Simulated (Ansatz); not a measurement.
Candidates compared on computed values. For a tunnel junction or a leaky gate film, the slowest evanescent state at the electrodes' Fermi level sets the resistance.

α-quartz SiO2 serves as the reference. The Fermi level is put at mid-gap. Of the planes computed for each crystal, the one with the slowest decay is listed. Wanted: the thickness for 8 decades of attenuation, and how many decades a 2.0 nm film gains over the reference.

Methods, by column (Ansatz, a plane-wave PAW program, with an older set of its potentials): plane, in the cell as filed, gap, decay constant k, slowest state: r²SCAN, complex band structure, on cells taken as filed or relaxed beforehand.

Not checked to be the ambient phase: LaGaO3 (R-3c, hR10); CdCO3 (R-3c, hR10); AlBO3 (R-3c, hR10); SrCaB5H2O10Cl (P1, aP20). Cells under pressure at the level used (negative: too large): LaGaO3 (R-3c, hR10) −5 GPa, AlBO3 (R-3c, hR10) −7 GPa, SrCaB5H2O10Cl (P1, aP20) −4 GPa. Spin–orbit coupling is left out unless named; no shift is given for LaGaO3 (R-3c, hR10), CdCO3 (R-3c, hR10), SrCaB5H2O10Cl (P1, aP20).

```
crystal                   plane, in the cell as filed  gap on the mesh (eV)  k at mid-gap (1/Å)  planes computed  slowest state
------------------------  ---------------------------  --------------------  ------------------  ---------------  -------------
LaGaO3 (R-3c, hR10)                             (001)                  4.07               0.329                3           at Γ
CdCO3 (R-3c, hR10)                              (110)                  3.44               0.361                3           at Γ
α-quartz SiO2, reference                        (111)                  6.61               0.496                2           at Γ
AlBO3 (R-3c, hR10)                              (110)                  6.75               0.449                3           at Γ
SrCaB5H2O10Cl (P1, aP20)                        (010)                  5.57               0.436                2           at Γ
```

Model: decades per nm = 2k × 10 Å/ln 10 = 8.686 k; thickness = 8/(decades per nm); extra decades of a 2.0 nm film = 2.0 × (row − reference).

Question: Work out decades per nm, thickness and decades beyond the reference for AlBO3 (R-3c, hR10).

Answer: 
1. decades per nm: 8.686 × 0.449 = 3.900
2. thickness: 8/3.900 = 2.05 nm
3. decades beyond the reference: 2.0 × (3.900 − 4.308) = −0.8

Question: Rank all rows by decades per nm, highest first.

Answer: The same steps for every row:

```
crystal                   decades per nm  thickness (nm)  decades beyond the reference
------------------------  --------------  --------------  ----------------------------
LaGaO3 (R-3c, hR10)                2.858            2.80                          −2.9
CdCO3 (R-3c, hR10)                 3.136            2.55                          −2.3
α-quartz SiO2, reference           4.308            1.86                           0.0
AlBO3 (R-3c, hR10)                 3.900            2.05                          −0.8
SrCaB5H2O10Cl (P1, aP20)           3.787            2.11                          −1.0
```

By decades per nm (highest first): α-quartz SiO2 (4.308 ± 0.26), AlBO3 (R-3c, hR10) (3.900 ± 0.23) ≈ SrCaB5H2O10Cl (P1, aP20) (3.787 ± 0.23), CdCO3 (R-3c, hR10) (3.136 ± 0.19), LaGaO3 (R-3c, hR10) (2.858 ± 0.17). The ± follows from allowances picked for this note (decay constant k 6 %), carried to first order and added in quadrature; ≈ joins neighbours closer than their two ± added in quadrature. 0 of the 4 others clearly beat the reference on this figure.

The gaps are the functional's own, as a rule smaller than measured ones, and k shrinks with them; planes not computed could decay more slowly; interface matching and symmetry filtering by the electrodes are not included. Where several phases of a formula are at hand, those over 0.1 eV/atom above the lowest were not drawn (by r²SCAN where it compared them, else by the largest value; a layered or molecular lowest phase counts only with a dispersion term); other phases could lie lower still. Crystals of Pb, Bi, Tl or Hg, those whose gap spin–orbit coupling moves by over 0.3 eV, and those of Te, I or Sb with no such test at hand were not drawn. Rows were sampled with a lean to familiar crystals, related or not, whatever their agreement with measurement; tables with many equal figures were not kept. Limits of the draw: gap over 1 eV, no layered crystals, primitive or conventional cells alone; no unfamiliar magnets, and cubic perovskites only if shown or known to be stable. As a rule kept out of such tables: 4f compounds, open-shell compounds run without a Hubbard term, cells found unstable in the tests at hand, cells close to a higher symmetry, and runs set to a pressure or over 12 % in volume from the crystal's fullest run.
